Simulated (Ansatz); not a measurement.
# Calculated ¹⁷O NMR of the central transition for Na₄MgScP₃O₁₂

Cell: a Materials Project structure (computed, not necessarily an observed phase), atoms as given.

Space group R3c:H (No. 161); a = 9.0711, c = 22.1748 Å, γ = 120.00°.

| site | Wyckoff | site symmetry | x | y | z |
| --- | --- | --- | --- | --- | --- |
| Na1 | 18b | 1 | 0.3038 | 0.3386 | 0.5818 |
| Na7 | 6a | 3. | 0.0000 | 0.0000 | 0.4974 |
| Mg | 6a | 3. | 0.0000 | 0.0000 | 0.3496 |
| Sc | 6a | 3. | 0.0000 | 0.0000 | 0.6503 |
| P | 18b | 1 | 0.9635 | 0.3350 | 0.5846 |
| O19 | 18b | 1 | 0.2124 | 0.0269 | 0.3071 |
| O25 | 18b | 1 | 0.7873 | 0.9722 | 0.6943 |
| O31 | 18b | 1 | 0.0171 | 0.8277 | 0.4119 |
| O37 | 18b | 1 | 0.9803 | 0.1712 | 0.5880 |

One atom of each set is listed; the run and its k-mesh use a cell of 42 atoms with edges of 9.06, 9.06, 9.06 Å.

The numbers come from a DFT calculation in Ansatz (PBE, plane waves and PAW, scalar-relativistic, 420 eV cutoff, Γ-centred 3×3×3 k-points, Fermi–Dirac smearing 0.02 eV).

¹⁷O has I = 5/2 and Q = -25.58 mb (Pyykkö 2018); at 23.5 T its Larmor frequency is ν₀ = 135.7 MHz. Only the quadrupole interaction is simulated: positions count from each site's isotropic chemical shift, and J coupling is left out, as are shift anisotropy and dipolar coupling, which fast spinning averages.

Q: What does the ¹⁷O spectrum (fast magic-angle spinning) show for each site?

A: 

```
site                                                          first shell  C_Q (MHz)     η  P_Q (MHz)  δ_QIS (ppm)  breadth (kHz)
 O19  1 P at 1.53 Å, 1 Mg at 2.05 Å, angle 150°; also 2 Na at 2.61–2.94 Å      -5.40  0.13       5.42        -9.57           2.89
 O25  1 P at 1.56 Å, 1 Sc at 2.06 Å, angle 150°; also 3 Na at 2.73–3.30 Å      -5.42  0.05       5.43        -9.60           2.84
 O31  1 P at 1.56 Å, 1 Mg at 2.15 Å, angle 145°; also 3 Na at 2.48–2.51 Å      -5.68  0.17       5.71        -10.6           3.23
 O37  1 P at 1.57 Å, 1 Sc at 2.15 Å, angle 143°; also 3 Na at 2.54–2.60 Å      -5.56  0.07       5.57        -10.1           3.00
```

δ_QIS = −(ν_Q²/30ν₀²)[I(I+1) − 3/4](1 + η²/3) × 10⁶ ppm with ν_Q = 3|C_Q|/[2I(2I−1)]; it falls as 1/B₀² in ppm, and the breadth as 1/B₀ in kHz.

At O19, O25, O31 and O37 V_zz points along the shorter of its two bonds, to P (within 3°) in each case.

The largest force is 0.4 eV/Å, so the atoms aren't at the calculated equilibrium and relaxing them would move these values.

Hardware: 1 thread of Arm Neoverse V2 (aarch64; 8 cores open to the job, memory cap 2.5 GiB, no GPU), a shared host with a load of 0.4 a core. Wall time 1.9 min, CPU time 1.9 min, peak memory 1.2 GiB.
